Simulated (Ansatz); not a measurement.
Geometry optimisation in Ansatz: input, command and trajectory.

```yaml
crystal:
  lattice:
    - [3.6974071557, 0.0, 0.0]
    - [0.0, 3.6974071557, 0.0]
    - [0.0, 0.0, 4.8462443791]
  atoms:
    - { symbol: As, position: [0.5, 0.5, 0.5] }
    - { symbol: I, position: [0.0, 0.0, 0.0] }
basis:
  ecutwfc: 420
kpoints:
  mp_grid: { grid: [6, 6, 4] }
hamiltonian:
  xc: pbe
scf:
  occupations: { method: gaussian, width: 0.1 }
  lower_state_search: "off"
output:
  forces: true
  stress: true
  eigenvalues: true
relax:
  adjacent_minimum: "off"
  f_tol: 0.04
  max_steps: 70
  cell: { stress_tol: 0.4 }
```

```bash
ansatz run input.yaml --threads 1 --pin off --max-ram 2560MiB --backend cpu --events-out ev --progress --plain --runs-dir out
```

Level of theory: Ansatz, DFT PBE, scalar-relativistic, plane waves, PAW.

Of 7 frames 7 are shown, positions in Å and forces in eV/Å; the SCF threshold varies from step to step. Steps run on the plane waves of an earlier cell, with a Pulay correction in the pressure. The basis is chosen afresh for the last frame, the zero of the energies, and at times for earlier ones too; energy and pressure step there, also at an unchanged geometry.

```xyz
2
Lattice="3.6974 0.0000 0.0000 0.0000 3.6974 0.0000 0.0000 0.0000 4.8462" Properties=species:S:1:pos:R:3:forces:R:3 pbc="T T T" step=1 free_energy_over_end_meV_per_atom=263.88 pressure_GPa=-5.50
As    1.8487    1.8487    2.4231    0.0000    0.0000    0.0000
I     0.0000    0.0000    0.0000    0.0000    0.0000    0.0000
2
Lattice="3.6410 0.0000 0.0000 0.0000 3.6410 0.0000 0.0000 0.0000 4.6060" Properties=species:S:1:pos:R:3:forces:R:3 pbc="T T T" step=2 free_energy_over_end_meV_per_atom=155.81 pressure_GPa=-4.47
As    1.8205    1.8205    2.3030    0.0000    0.0000    0.0000
I     0.0000    0.0000    0.0000    0.0000    0.0000    0.0000
2
Lattice="3.6025 0.0000 0.0000 0.0000 3.6025 0.0000 0.0000 0.0000 4.3682" Properties=species:S:1:pos:R:3:forces:R:3 pbc="T T T" step=3 free_energy_over_end_meV_per_atom=77.29 pressure_GPa=-2.80
As    1.8012    1.8012    2.1841    0.0000    0.0000    0.0000
I     0.0000    0.0000    0.0000    0.0000    0.0000    0.0000
2
Lattice="3.6234 0.0000 0.0000 0.0000 3.6234 0.0000 0.0000 0.0000 4.1259" Properties=species:S:1:pos:R:3:forces:R:3 pbc="T T T" step=4 free_energy_over_end_meV_per_atom=24.28 pressure_GPa=-1.73
As    1.8117    1.8117    2.0630    0.0000    0.0000    0.0000
I     0.0000    0.0000    0.0000    0.0000    0.0000    0.0000
2
Lattice="3.6665 0.0000 0.0000 0.0000 3.6665 0.0000 0.0000 0.0000 3.8836" Properties=species:S:1:pos:R:3:forces:R:3 pbc="T T T" step=5 free_energy_over_end_meV_per_atom=-0.13 pressure_GPa=-0.39
As    1.8332    1.8332    1.9418    0.0000    0.0000    0.0000
I     0.0000    0.0000    0.0000    0.0000    0.0000    0.0000
2
Lattice="3.6700 0.0000 0.0000 0.0000 3.6700 0.0000 0.0000 0.0000 3.8354" Properties=species:S:1:pos:R:3:forces:R:3 pbc="T T T" step=6 free_energy_over_end_meV_per_atom=-0.54 pressure_GPa=0.11
As    1.8350    1.8350    1.9177    0.0000    0.0000    0.0000
I     0.0000    0.0000    0.0000    0.0000    0.0000    0.0000
2
Lattice="3.6700 0.0000 0.0000 0.0000 3.6700 0.0000 0.0000 0.0000 3.8354" Properties=species:S:1:pos:R:3:forces:R:3 pbc="T T T" step=7 free_energy_over_end_meV_per_atom=0.00 pressure_GPa=0.10
As    1.8350    1.8350    1.9177    0.0000    0.0000    0.0000
I     0.0000    0.0000    0.0000    0.0000    0.0000    0.0000
```

The start puts this composition into another compound's structure type, which needn't suit it. At the end the space group is P4/mmm (tolerance 0.05 Å).

The run took 19 s on 1 thread of Arm Neoverse V1, with other jobs on the host, peak memory 0.35 GiB.

The k mesh is coarse.